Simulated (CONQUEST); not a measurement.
A self-consistent single point of AlRu (P4mm, 2 atoms in the cell; from Materials Project mp-542569, changed as shown).

```
CELL_PARAMETERS angstrom
      2.99383     0.00000     0.00000
      0.00000     2.99383     0.00000
      0.00000     0.00000     2.99383
ATOMIC_POSITIONS crystal
  Al 0.00000 0.00000 0.01336
  Ru 0.50000 0.50000 0.50000
```

Computed with PBE, numerical atomic orbitals double-zeta with polarisation (the shipped basis), PseudoDojo norm-conserving potentials made for PBE (CONQUEST).

CONQUEST settings:

- basis = DZP
- Diag.MPMeshX, Y, Z = 5 5 5
- potentials = PseudoDojo norm-conserving PBE
- Grid.GridCutoff = 140 Ha
- DM.SolutionMethod = diagon
- Diag.kT = 0.003675 Ha
- Diag.GammaCentred = true
- minE.SCTolerance = 1.0e-06
- SC.MaxIters = 100
- SC.LinearMixingFactor = 0.3
- SC.KerkerPreCondition = true
- SC.KerkerFactor = 0.5 1/bohr
- AtomMove.TypeOfRun = static

Results:

```
Property                                                 Result
------------------------------------------------  -------------
Number of valence electrons                                  19
Number of bands                                              32
Number of k-points after the program's reduction             63
Size of the basis                                            32
Number of SCF iterations                                     17
FFT grid                                           32 × 32 × 32
Free energy E − TS                                -2814.4217 eV
Fermi level (on the code's own zero)                   -7.26 eV
Pressure                                               4.81 GPa
Largest force (vector length)                        0.309 eV/Å
```

Forces (eV/Å):
| atom | Fx | Fy | Fz |
|---|---|---|---|
| Al1 | 0.000 | 0.000 | -0.309 |
| Ru2 | 0.000 | 0.000 | 0.307 |

Stress (GPa, positive for compression):
```
4.92  0.00  0.00
0.00  4.92  0.00
0.00  0.00  4.61
```

For comparison: a first run was changed to give this one (atom 1 moved by +0.04 angstrom along z), and from it to this one the free energy goes up by 3.1 meV/atom, the pressure goes from 4.68 to 4.81 GPa and the largest force goes from under 0.1 to 0.31 eV/Å.

The program uses no crystal symmetry, so grid and mesh can part values that symmetry would make equal. The atom-centred basis is finite, which shifts total energies, pressures and forces against plane waves. The structure comes from a collection of computed structures, made at another level of theory; the collection holds predicted forms beside known ones. Its lattice was then scaled. No clean gap shows at this smearing width and mesh (spacing up to 0.42 Å⁻¹); the mesh is coarse for partly filled bands, so the values carry mesh errors.

Cost on one core: around 50 core-seconds (rough).
